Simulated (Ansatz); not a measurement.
The relaxed structure here is a generated cell of Te2Mo: the first start was made by placing the elements on the sites of a structure type, and the end was not matched to a known phase here, so it may be hypothetical. Known forms of Te2Mo include space group No. 194.

One starting cell of Te₂Mo (a generated cell, Te2Mo placed in the rutile structure type) was relaxed twice with Ansatz (plane waves, PAW, scalar-relativistic): with r2SCAN at 500 eV and with PBE at 420 eV. The r2SCAN result:

```cif
data_Mo2Te4
_chemical_formula_sum 'Mo2 Te4'
_space_group_name_H-M_alt 'P42/mnm'
_space_group_IT_number 136
_space_group_name_Hall '-P 4n 2n'
_cell_length_a 6.62741
_cell_length_b 6.62741
_cell_length_c 3.64907
_cell_angle_alpha 90.000
_cell_angle_beta 90.000
_cell_angle_gamma 90.000
loop_
_atom_site_label
_atom_site_type_symbol
_atom_site_symmetry_multiplicity
_atom_site_Wyckoff_symbol
_atom_site_fract_x
_atom_site_fract_y
_atom_site_fract_z
_atom_site_occupancy
Mo1 Mo 2 a 0.00000 0.00000 0.00000 1
Te1 Te 4 g 0.21324 0.21324 0.50000 1
```

```
quantity                           r2SCAN      PBE
--------------------------------  -------  -------
space group                       P4₂/mnm  P4₂/mnm
volume (Å³/atom)                    26.71      [?]
a (Å)                               6.627      [?]
c (Å)                               3.649      [?]
gap (eV, no spin-orbit coupling)     0.00      [?]
```

Question: What does PBE give for the same quantities?

Answer: 
- volume (Å³/atom), PBE: 26.86
- a (Å), PBE: 6.679
- c (Å), PBE: 3.613
- gap (eV, no spin-orbit coupling), PBE: 0.00

Both levels end in the same structure; PBE's volume is 0.6 % larger. Neither column is exact.

No spin polarisation in the result. A magnetic state may lie lower.

The run could not lose the symmetry of its start: the end is stationary, and may be a saddle point rather than a minimum.

Ansatz is a first-principles code.
